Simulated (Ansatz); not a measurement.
Clean, relaxed (001) surface of Ag, space group P6_3/mmc (No. 194) (top face towards +c; atoms held fixed, by place in the list: 1, 2, 3, 4):

```xyz
8
Lattice="2.8710 0.0000 0.0000 -1.4355 2.4863 0.0000 0.0000 0.0000 33.3416" Properties=species:S:1:pos:R:3 pbc="T T T"
Ag    0.0000    1.6575    8.5000
Ag    0.0000    0.0000   10.8345
Ag    1.4355    0.8288   13.1690
Ag    0.0000    0.0000   15.5035
Ag    0.0000    1.6575   17.8455
Ag    0.0000    0.0000   20.1740
Ag    1.4355    0.8288   22.4931
Ag    0.0000    0.0000   24.8269
```

Level of theory: DFT PBEsol, scalar-relativistic, plane waves, PAW in Ansatz. Settings: cutoff 420 eV, Γ-centred mesh 12×12×1 on the computed 8-atom cell, Gaussian smearing of 0.10 eV; no spin polarisation. A dipole correction removes the field between periodic images along c.

O (atom) is adsorbed on the top face, one adsorbate per 7.1 Å², and relaxed from 2 starting sites (fractions of a and b). The adsorption energy is E(slab + adsorbate) − E(slab) − E(free adsorbate, spin-polarised where open-shell). Heights count from the highest slab atom after relaxation. Δφ is the top face's. Δp counts per cell along +c. Bonded neighbours lie within 1.25 times the sum of covalent radii (1.35 for H) and, on that scale, within 12 % of the closest. With the adsorbate the cell is lengthened along c to keep the vacuum.

| start | ends at | E_ads (eV) | height (Å) | shortest contact | Δφ (eV) | Δp (e·Å) |
| --- | --- | --- | --- | --- | --- | --- |
| top (Ag) at (0.00, 0.00) | (0.00, 0.00), 1 bonded neighbour (Ag) | -1.40 | 1.97 | O–Ag 1.97 Å | +4.67 | -0.184 |
| hollow (Ag-Ag-Ag) at (0.33, 0.67) | (0.33, 0.67), 3 bonded neighbours (Ag) | -2.47 | 1.28 | O–Ag 2.10 Å | +3.73 | -0.147 |

Among the sites tried, the lowest end comes from the hollow (Ag-Ag-Ag) at (0.33, 0.67) start; other sites may lie lower.

Each end is the local minimum or symmetric point that its start leads to. This isn't the usual crystal structure of Ag.

Spin polarisation was left out, and a magnetic state may lie lower.

Cost: 3 runs of about 5.4 core-minutes in all, on Intel Xeon 6975P-C (Granite Rapids) (shared hosts).